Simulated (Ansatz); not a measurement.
**Question.** Each is relaxed and computed with LDA (plane waves, PAW; program Ansatz). Which is the only metal?
A. BP, zinc blende
B. ZrB2, P6/mmm (Zr on 1a, B on 2d)
C. BAs, Pnma (B on 4c, As on 4c)
D. BN, P6_3/mmc (B on 2b, N on 2d)

**Answer.** B, ZrB2, P6/mmm (Zr on 1a, B on 2d). ZrB2: metal; BN: gap 3.44 eV (indirect); BAs: gap 0.38 eV (indirect); BP: gap 1.14 eV (indirect). Typed or built starts, not in the databases checked: BAs, Pnma (B on 4c, As on 4c). Not the usual ambient phase: BN, P6_3/mmc (B on 2b, N on 2d); BAs, Pnma (B on 4c, As on 4c). Weakly bound layers, chains or molecules computed without a dispersion correction, so cells and soft constants are ill determined: BN, P6_3/mmc (B on 2b, N on 2d). All cells were relaxed under the symmetry of their starts (and spin orders); stability against distortions was not tested throughout. Named crystals with no word on spin ran without spin polarisation. Spin–orbit coupling is left out wherever it is not named.

Potentials: the earlier of the program's two PAW sets. The files were generated under PBE; for other functionals the program regenerates the frozen cores, and for LDA and PBEsol the local potential too.
